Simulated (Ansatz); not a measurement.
input.yaml

```yaml
crystal:
  lattice:
    - [3.8966367767, 0.0, 0.0]
    - [-1.9483183883, 3.3745864379, 0.0]
    - [0.0, 0.0, 12.7702755236]
  atoms:
    - { symbol: Ca, position: [0.0, 0.0, 0.0] }
    - { symbol: Ca, position: [0.3333333333, 0.6666666667, 0.25] }
    - { symbol: Ca, position: [0.0, 0.0, 0.5] }
    - { symbol: Ca, position: [0.6666666667, 0.3333333333, 0.75] }
basis:
  ecutwfc: 500
kpoints:
  mp_grid: { grid: [12, 12, 4] }
hamiltonian:
  xc: r2scan
scf:
  occupations: { method: gaussian, width: 0.1 }
output:
  forces: true
  stress: true
  eigenvalues: true
relax:
  adjacent_minimum: "off"
  f_tol: 0.01
  max_steps: 30
  cell: { stress_tol: 0.1, fix: [volume] }
```

Launched with
```bash
ansatz run input.yaml --threads 1 --pin off --max-ram 2560MiB --backend cpu --events-out ev --progress --plain --runs-dir out
```

Computed with DFT r2SCAN, scalar-relativistic, plane waves, PAW (Ansatz 0.2.0).

From the run's log, abridged (final results; tables in files aren't shown):

```
SCF 2 converged in 4 iterations: F = -7286.674039 eV  dr2 = 8.15e-11
SCF converged after 4 iterations
Free energy (F): -7286.674039 eV
Harris-Foulkes:  -7286.674039 eV  (|F-HF|=1.82e-11)
Internal energy: -7286.648518 eV  (E = F + TS)
E sigma→0 (E₀):  -7286.661278 eV
Entropy (-TS):   -0.025521 eV (-6.380 meV/atom)
Fermi energy:    5.054680 eV
--- Per-component energies (eV) ---
  E_band       = -733.569853
  E_kinetic    = 1100.750868
  E_local      = -3379.609460  (includes V_loc(G=0)·N_el)
  E_nonlocal   = 252.723712
  E_hartree    = 1128.031811
  E_xc         = -539.629450
  E_vxc        = -765.130064  (∫ρ·V_xc dr)
  E_paw        = -3454.742216  (= ΣΔE_a)
  E_vpaw       = -244.668928  (= ΣTr[D̂ρ^β])
  E_aug_tail   = -0.000016  (compensation charges beyond the density's cutoff)
  E_vtau       = 46.300267  (kinetic-family band-sum trace: ∫τ·v_τ [+ j·A + Jᵃ·Aᵃ] dr)
  E_ewald      = -2393.291106
  E_core_change = -0.882661  (= ΣΔE_core)
  E_smearing   = -0.025521  (= −TS)
--- Forces (eV/Å), atoms counted from 1 ---
  atom   1  Ca     0.00000000     0.00000000     0.00000000
  atom   2  Ca     0.00000000     0.00000000     0.00000000
  atom   3  Ca     0.00000000     0.00000000     0.00000000
  atom   4  Ca     0.00000000     0.00000000     0.00000000
--- Stress (GPa, compression-positive) ---
        0.550215       0.000000       0.000000
        0.000000       0.550215       0.000000
        0.000000       0.000000       0.600780
  P = ⅓ Tr σ = 0.5671 GPa (5.671 kbar)
--- Band table (eV; the first three rows and the last of 57) ---
  k-point 0: bands = ["-38.7617", "-38.7562", "-38.7521", "-38.7466", "-18.9282", "-18.8574", "-18.8528", "-18.8073", "-18.8073", "-18.7994", "-18.7994", "-18.7950", "-18.7950", "-18.7870", "-18.7870", "-18.7806", "0.7068", "1.7861", "1.7863", "4.0442", "4.7067", "6.6427", "6.6604", "7.6017"]
  k-point 1: bands = ["-38.7612", "-38.7577", "-38.7507", "-38.7471", "-18.9227", "-18.8833", "-18.8267", "-18.8066", "-18.8066", "-18.8015", "-18.8015", "-18.7928", "-18.7928", "-18.7877", "-18.7877", "-18.7863", "0.7775", "1.3278", "2.3426", "3.6126", "5.1054", "6.1837", "7.0616", "7.6163"]
  k-point 2: bands = ["-38.7597", "-38.7597", "-38.7486", "-38.7486", "-18.9070", "-18.9070", "-18.8045", "-18.8045", "-18.8045", "-18.8045", "-18.8026", "-18.8026", "-18.7898", "-18.7898", "-18.7898", "-18.7898", "0.9871", "0.9871", "2.9679", "2.9679", "5.6641", "5.6641", "7.3942", "7.3942"]
  k-point 56: bands = ["-38.7451", "-38.7451", "-38.7409", "-38.7409", "-18.8997", "-18.8997", "-18.8940", "-18.8940", "-18.8746", "-18.8746", "-18.8708", "-18.8708", "-18.8211", "-18.8211", "-18.8195", "-18.8195", "4.8996", "4.8996", "4.9907", "4.9907", "5.0118", "5.0118", "5.7440", "5.7440"]
--- Relaxed structure (1 steps of the walk, 1 accepted, 1 SCFs on fresh bases) ---
  F+E_penalty+E_count = -7286.67403875 eV   max|allowed force component| = 1.995e-17 eV/Å   (the final SCF, on the basis selected at the relaxed cell)
  cell:  # Å, volume = 167.9232 Å³
    - [3.89663677, 0.0, 0.0]
    - [-1.94831838, 3.37458643, 0.0]
    - [0.0, 0.0, 12.7702755236]
  atoms:
    - { symbol: Ca, position: [0.0, 0.0, 0.0] }
    - { symbol: Ca, position: [0.33333333, 0.66666666, 0.25] }
    - { symbol: Ca, position: [0.0, 0.0, 0.5] }
    - { symbol: Ca, position: [0.66666666, 0.33333333, 0.75000000] }
```

The relaxation met its thresholds.

Time: 50 s on 1 thread of Arm Neoverse V1, on a shared host, peak memory 0.84 GiB.